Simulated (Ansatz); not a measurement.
BN:
```cif
data_BN
_chemical_formula_sum 'B1 N1'
_space_group_name_H-M_alt 'Pm-3m'
_space_group_IT_number 221
_space_group_name_Hall '-P 4 2 3'
_cell_length_a 2.31931
_cell_length_b 2.31931
_cell_length_c 2.31931
_cell_angle_alpha 90.000
_cell_angle_beta 90.000
_cell_angle_gamma 90.000
loop_
_atom_site_label
_atom_site_type_symbol
_atom_site_symmetry_multiplicity
_atom_site_Wyckoff_symbol
_atom_site_fract_x
_atom_site_fract_y
_atom_site_fract_z
_atom_site_occupancy
B1 B 1 a 0.00000 0.00000 0.00000 1
N1 N 1 b 0.50000 0.50000 0.50000 1
```

Relaxed with PBE.

**Question.** Which orbitals make up the states near the Fermi level in the program Ansatz at the PBE level (PAW)?

**Answer.** Within 0.5 eV of the Fermi level: N 2p 67 %, B 2p 18 %, B 2s 13 %. Projections are on Löwdin-orthogonalised atomic valence shells; empty p or d shells of many metals are not among them.

**Question.** Tabulate the density of states.

**Answer.** States/eV per cell of 2 atoms, in 0.25 eV bins, energy from the Fermi level.

| E (eV) | total | N 2p | B 2p | B 2s |
|---|---|---|---|---|
| -7.85 | 0.51 | 0.27 | 0.13 | 0.05 |
| -7.60 | 0.51 | 0.27 | 0.12 | 0.05 |
| -7.35 | 0.51 | 0.27 | 0.12 | 0.05 |
| -7.10 | 0.52 | 0.28 | 0.12 | 0.05 |
| -6.85 | 0.51 | 0.27 | 0.12 | 0.04 |
| -6.60 | 0.49 | 0.27 | 0.11 | 0.04 |
| -6.35 | 0.49 | 0.27 | 0.11 | 0.03 |
| -6.10 | 0.51 | 0.29 | 0.12 | 0.03 |
| -5.85 | 0.56 | 0.32 | 0.13 | 0.03 |
| -5.60 | 0.52 | 0.29 | 0.11 | 0.03 |
| -5.35 | 0.44 | 0.24 | 0.09 | 0.03 |
| -5.10 | 0.42 | 0.24 | 0.09 | 0.02 |
| -4.85 | 0.43 | 0.25 | 0.08 | 0.02 |
| -4.60 | 0.45 | 0.28 | 0.08 | 0.02 |
| -4.35 | 0.44 | 0.28 | 0.08 | 0.02 |
| -4.10 | 0.45 | 0.29 | 0.08 | 0.02 |
| -3.85 | 0.45 | 0.30 | 0.08 | 0.02 |
| -3.60 | 0.45 | 0.30 | 0.08 | 0.01 |
| -3.35 | 0.50 | 0.31 | 0.08 | 0.05 |
| -3.10 | 0.53 | 0.32 | 0.09 | 0.07 |
| -2.85 | 0.56 | 0.34 | 0.10 | 0.08 |
| -2.60 | 0.60 | 0.35 | 0.11 | 0.09 |
| -2.35 | 0.63 | 0.37 | 0.12 | 0.10 |
| -2.10 | 0.69 | 0.41 | 0.14 | 0.10 |
| -1.85 | 0.72 | 0.44 | 0.14 | 0.10 |
| -1.60 | 0.72 | 0.43 | 0.15 | 0.10 |
| -1.35 | 0.74 | 0.44 | 0.17 | 0.10 |
| -1.10 | 0.73 | 0.44 | 0.16 | 0.10 |
| -0.85 | 0.74 | 0.45 | 0.16 | 0.10 |
| -0.60 | 0.73 | 0.46 | 0.15 | 0.09 |
| -0.35 | 0.73 | 0.47 | 0.14 | 0.09 |
| -0.10 | 0.74 | 0.48 | 0.14 | 0.10 |
| 0.15 | 0.75 | 0.51 | 0.13 | 0.10 |
| 0.40 | 0.75 | 0.52 | 0.12 | 0.10 |
| 0.65 | 0.62 | 0.39 | 0.11 | 0.10 |
| 0.90 | 0.55 | 0.32 | 0.11 | 0.11 |
| 1.15 | 0.54 | 0.31 | 0.11 | 0.11 |
| 1.40 | 0.45 | 0.21 | 0.11 | 0.12 |
| 1.65 | 0.32 | 0.07 | 0.12 | 0.13 |
| 1.90 | 0.33 | 0.07 | 0.12 | 0.13 |
| 2.15 | 0.35 | 0.07 | 0.12 | 0.14 |
| 2.40 | 0.37 | 0.08 | 0.13 | 0.14 |
| 2.65 | 0.39 | 0.08 | 0.14 | 0.15 |
| 2.90 | 0.42 | 0.09 | 0.15 | 0.15 |
| 3.15 | 0.45 | 0.09 | 0.16 | 0.15 |
| 3.40 | 0.48 | 0.10 | 0.17 | 0.16 |
| 3.65 | 0.52 | 0.11 | 0.19 | 0.17 |
| 3.90 | 0.56 | 0.12 | 0.21 | 0.17 |
| 4.15 | 0.61 | 0.14 | 0.23 | 0.17 |
| 4.40 | 0.68 | 0.16 | 0.26 | 0.18 |
| 4.65 | 0.75 | 0.19 | 0.29 | 0.19 |

The start of the workflow was typed in or built on a structure type; neither database checked (COD, Materials Project) lists it. It is not the phase usual at ambient conditions (space group No. 186, 194, 216). Symmetry was held in the PBE relaxation; its stability against distortions is not shown here. The volume moved by 32 % from the start of the relaxation. Its formation energy is positive at this level, so the cell may be metastable or incomplete.

Potentials: the later of the program's two PAW sets.
